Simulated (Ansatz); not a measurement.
BN (wurtzite) is sheared across one (0001) plane, glide cut: the third cell vector gains the shift, so faults repeat every 12.6 Å. The cut lies between planes 0.53 Å apart; the cell height is held.

```
BN
1.0
    2.54397     0.00000     0.00000
    1.27198     2.20314     0.00000
    0.00001     0.00000    12.62322
B N
6 6
Direct
  0.66667   0.66667   0.14577
  0.66667   0.66667   0.47910
  0.66667   0.66667   0.81243
  0.33333   0.33333   0.97910
  0.33333   0.33333   0.31243
  0.33333   0.33333   0.64577
  0.66667   0.66667   0.02090
  0.66667   0.66667   0.35423
  0.66667   0.66667   0.68757
  0.33333   0.33333   0.85423
  0.33333   0.33333   0.18757
  0.33333   0.33333   0.52090
```

In-plane vectors a = (2.544, 0.000) Å, b = (1.272, 2.203) Å, area 5.60 Å². The shift is s times the vector a + b (length 4.406 Å), so s = 1 restores the start. Atoms relax along the normal only. γ = [E(shift) − E(0)] / area.

Level of theory: r2SCAN (plane waves to 500 eV, PAW, scalar-relativistic; Ansatz, a program for electronic structure). k mesh 12×12×3 (Γ-centred), Fermi-Dirac smearing 0.05 eV. E is the zero-smearing estimate. Some relaxations began with atoms very close together and may have settled on another branch. Faults lie only 12.6 Å apart, and holding the cell height raises γ above its relaxed value. BN was relaxed with its symmetry unable to fall. γ is measured from zero shift.

```json
[
 {"s": "0.000", "γ (meV/Å²)": "0"},
 {"s": "0.083", "γ (meV/Å²)": "133"},
 {"s": "0.167", "γ (meV/Å²)": "[?]"},
 {"s": "0.250", "γ (meV/Å²)": "125"},
 {"s": "0.333", "γ (meV/Å²)": "-14"},
 {"s": "0.417", "γ (meV/Å²)": "282"},
 {"s": "0.500", "γ (meV/Å²)": "[?]"},
 {"s": "0.583", "γ (meV/Å²)": "914"},
 {"s": "0.667", "γ (meV/Å²)": "940"},
 {"s": "0.750", "γ (meV/Å²)": "914"},
 {"s": "0.833", "γ (meV/Å²)": "[?]"},
 {"s": "0.917", "γ (meV/Å²)": "288"}
]
```

Problem. Some entries are withheld; supply them.

Solution. 
- 0.167, γ (meV/Å²): 213
- 0.500, γ (meV/Å²): 757
- 0.833, γ (meV/Å²): 757

(The slope of γ gives the shear force per area between the displaced halves; near zero shift its curvature is an elastic stiffness.)
